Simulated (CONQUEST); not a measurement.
Set-up for a self-consistent single point of CdSe (F-43m, 8 atoms in the cell; from Materials Project mp-2691, changed as shown).

```xyz
8
Lattice="6.2854 0.0000 0.0000 0.0000 6.2854 0.0000 0.0000 0.0000 6.2854" Properties=species:S:1:pos:R:3 pbc="T T T"
Cd     0.0000     0.0000     0.0000
Cd     0.0000     3.1427     3.1427
Cd     3.1427     0.0000     3.1427
Cd     3.1427     3.1427     0.0000
Se     1.5713     1.5713     1.5713
Se     1.5713     4.7140     4.7140
Se     4.7140     1.5713     4.7140
Se     4.7140     4.7140     1.5713
```

Computed with PBE, numerical atomic orbitals double-zeta with polarisation (the shipped basis), PseudoDojo norm-conserving potentials made for PBE (CONQUEST).

CONQUEST settings:

* **basis**: DZP
* **Diag.MPMeshX, Y, Z**: 5 5 5
* **potentials**: PseudoDojo norm-conserving PBE
* **Grid.GridCutoff**: 140 Ha
* **DM.SolutionMethod**: diagon
* **Diag.SmearingType**: 1
* **Diag.kT**: 0.000367 Ha
* **Diag.GammaCentred**: true
* **Diag.MPOrder**: 0
* **minE.SCTolerance**: 1.0e-07
* **SC.MaxIters**: 100
* **SC.LinearMixingFactor**: 0.5
* **AtomMove.TypeOfRun**: static

Results:

- Number of valence electrons: 144
- Number of bands: 148
- Number of k-points after the program's reduction: 63
- Size of the basis: 148
- Number of SCF iterations: 7
- FFT grid: 64 × 64 × 64
- Free energy E − TS: -32282.8901 eV
- Pressure: -1.09 GPa

For comparison: a first run was changed to give this one (volume scaled by 1.01), and from it to this one the free energy goes up by 1.7 meV/atom and the pressure goes from -0.64 to -1.09 GPa.

The program uses no crystal symmetry, so grid and mesh can part values that symmetry would make equal. The atom-centred basis is finite, which shifts total energies and pressures against plane waves. The structure comes from a collection of computed structures, made at another level of theory; the collection holds predicted forms beside known ones. Its lattice was then scaled.

Cost on one core: about 90 core-seconds (a rough figure).
